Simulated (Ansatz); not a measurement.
# Is this Sc3Te structure a true minimum?

It was reached by relaxing an invented guess, and it needn't be the stable form of this composition.

These are results of DFT PBE, scalar-relativistic, plane waves, PAW in Ansatz, not measurements. Settings: cutoff 420 eV, Γ-centred mesh 18×18×6 on the computed 4-atom cell, Gaussian smearing of 0.10 eV; no spin polarisation.

The cell below (4 atoms, space group P-6m2 (No. 187)) is relaxed within its symmetry.

```
CELL_PARAMETERS angstrom
3.44320 0.00000 0.00000
-1.72160 2.98190 0.00000
0.00000 0.00000 10.66504
ATOMIC_POSITIONS crystal
Sc 0.66667 0.33333 0.23229
Sc 0.66667 0.33333 0.76771
Sc 0.33333 0.66667 0.00000
Te 0.66667 0.33333 0.50000
```

For the test a repeat of it with 8 atoms (edges 3.44, 5.96, 10.67 Å) was strained at random (σ = 1.5 % a component), the atoms were moved at random (σ = 0.05 Å), and all was relaxed again on a coarse 6×4×2 mesh (in the run’s order of axes) with 0.20 eV smearing, with no symmetry imposed.

Spin–orbit coupling, which can matter for Te, is left out. The cell is a metal run without spin; a magnetic state may lie lower.

Q: Is the structure stable against such a distortion?

A: It doesn't return. The energy falls by 402 meV/atom on that mesh, the volume changes by -4.9 %, and the end has space group R3m (No. 160) at a loose tolerance. Relaxed again on a 12×12×12 mesh with 0.10 eV smearing, the new structure lies 406 meV/atom below the first (mesh in the axes of the run's cell; the cell below is made exact in the group named). Space group R3m (No. 160), trigonal, a = 3.667 Å, c = 26.775 Å. Around Sc on its first site lie 3 Te at 2.91 Å, 3 Sc at 3.25 Å and 6 Sc at 3.67 Å; around Sc on its second site lie 3 Te at 2.92 Å, 3 Sc at 3.25 Å and 6 Sc at 3.67 Å; around Sc on its third site lie 6 Sc at 3.25 Å and 6 Sc at 3.67 Å; Te is surrounded by 6 Sc at 2.91–2.92 Å.

```
Sc Te
1.0
     1.83340    1.05852    8.92491
    -1.83340    1.05852    8.92491
     0.00000   -2.11703    8.92491
Sc Te
3 1
Direct
  0.57446 0.57446 0.57446
  0.75842 0.75842 0.75842
  0.33317 0.33317 0.33317
  0.16673 0.16673 0.16673
```
